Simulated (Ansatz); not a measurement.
K2NiO2 (space group I4/mmm)

```xyz
5
Lattice="-1.9583 1.9583 6.3084 1.9583 -1.9583 6.3084 1.9583 1.9583 -6.3084" Properties=species:S:1:pos:R:3 pbc="T T T"
K      0.0000     0.0000     8.2325
K      0.0000     0.0000     4.3842
Ni     0.0000     0.0000     0.0000
O      0.0000     0.0000     1.6829
O      0.0000     0.0000    10.9338
```

The slice is a (100) plane (indices of the conventional cell) through the point (0.347, 0.347, 0.000) (fractional), spanned by u = [101] and v = [110] in vectors of this cell: u (3.92 Å) and v (12.62 Å, at 90° to u). It covers one period; positions are fractions (u, v).

All values below come from PBEsol (plane waves to 420 eV, PAW, scalar-relativistic; Ansatz, a program for electronic structure). k mesh 12×12×12. These are valence fields of a PAW run, semicore shells included where kept as valence: close to a nucleus they are smooth pseudo fields. K2NiO2 is run spin-polarised and with no Hubbard U. K2NiO2 was relaxed with its symmetry unable to fall. Relaxed K2NiO2 ends ferromagnetic. The magnetic order is the one the run started from; other orders were not tried.

Problem. Predict the map of the ELF of the down spins on the slice.

Solution. 
```
v \ u  0.00  0.10  0.20  0.30  0.40  0.50  0.60  0.70  0.80  0.90
-----  ----  ----  ----  ----  ----  ----  ----  ----  ----  ----
0.94   0.85  0.81  0.57  0.10  0.01  0.00  0.01  0.10  0.57  0.81
0.84   0.89  0.85  0.64  0.23  0.02  0.01  0.02  0.23  0.64  0.85
0.75   0.79  0.82  0.70  0.38  0.08  0.02  0.08  0.38  0.70  0.82
0.66      x  0.48  0.34  0.31  0.23  0.10  0.23  0.31  0.34  0.48
0.56   0.81  0.81  0.66  0.36  0.09  0.03  0.09  0.36  0.66  0.81
0.47   0.90  0.87  0.69  0.27  0.02  0.01  0.02  0.27  0.69  0.87
0.38   0.78  0.71  0.40  0.06  0.01  0.00  0.01  0.06  0.40  0.71
0.28      x  0.85  0.84  0.27  0.01  0.01  0.01  0.27  0.84  0.85
0.19   0.05  0.03  0.02  0.04  0.07  0.09  0.07  0.04  0.02  0.03
0.09   0.46  0.29  0.05  0.02  0.05  0.06  0.05  0.02  0.05  0.29
0.00      x  0.81  0.86  0.39  0.02  0.01  0.02  0.39  0.86  0.81
```

Values: ELF of the down spins. Points within 0.3 Å of a nucleus are blanked (x), as the pseudised field means little there.
